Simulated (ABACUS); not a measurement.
Set-up for a self-consistent single point of GePd (Pnma, 8 atoms in the cell; from Materials Project mp-1424, changed as shown).

```
GePd
1.0
    5.89700     0.00000     0.00000
    0.00000     3.61887     0.00000
    0.00000     0.00000     6.41964
Ge Pd
4 4
Cartesian
  4.80370   2.71415   3.70933
  1.09330   0.90472   2.71031
  4.04181   0.90472   0.49951
  1.85520   2.71415   5.92012
  5.87471   2.71415   1.22609
  0.02229   0.90472   5.19355
  2.97079   0.90472   4.43590
  2.92621   2.71415   1.98373
```

Computed with PBEsol, PseudoDojo 0.4 standard norm-conserving PBEsol (tails mended) pseudopotentials (plane waves; ABACUS 3.10.1).

ABACUS settings:

- KPT = Gamma 3 4 2 0 0 0
- basis_type = pw
- ecutwfc = 82 Ry
- smearing_method = gaussian
- smearing_sigma = 0.0146997 Ry
- potentials = PseudoDojo 0.4 standard norm-conserving PBEsol (tails mended)
- symmetry = 1
- ks_solver = dav
- scf_nmax = 100
- scf_thr = 1.0e-09 Ry
- mixing_type = pulay

Results:

Number of valence electrons: 128
Number of bands: 77
Number of k-points after the program's reduction: 12
Number of plane waves (most at a k-point): 11622
Number of SCF iterations: 10
FFT grid: 72 × 40 × 72
Free energy E − TS: -24391.8434 eV
Fermi level (on the code's own zero): 15.34 eV
Pressure: -9.31 GPa
Largest force (vector length): 0.081 eV/Å

Forces (eV/Å):
| atom | Fx | Fy | Fz |
|---|---|---|---|
| Ge1 | -0.076 | 0.000 | -0.029 |
| Ge2 | 0.076 | 0.000 | 0.029 |
| Ge3 | 0.076 | 0.000 | -0.029 |
| Ge4 | -0.076 | 0.000 | 0.029 |
| Pd5 | 0.040 | 0.000 | -0.014 |
| Pd6 | -0.040 | 0.000 | 0.014 |
| Pd7 | -0.040 | 0.000 | -0.014 |
| Pd8 | 0.040 | 0.000 | 0.014 |

Stress (GPa, positive for compression):
```
-9.14   0.00   0.00
 0.00  -9.81   0.00
 0.00   0.00  -8.96
```

For comparison: a first run was changed to give this one (volume scaled by 1.06), and from it to this one the free energy rises by 36.9 meV/atom, the pressure goes from -2.47 to -9.31 GPa and the largest force goes from 0.102 to 0.081 eV/Å.

The structure comes from a collection of computed structures, made at another level of theory; the collection holds predicted forms beside known ones. No clean gap shows at this smearing width and mesh (spacing up to 0.49 Å⁻¹); the mesh is coarse for partly filled bands, so the values carry mesh errors.

Cost on one core: very roughly 6 core-minutes.

“Tails mended”: in these copies of the files the far tail of each local potential was reset to the Coulomb form.
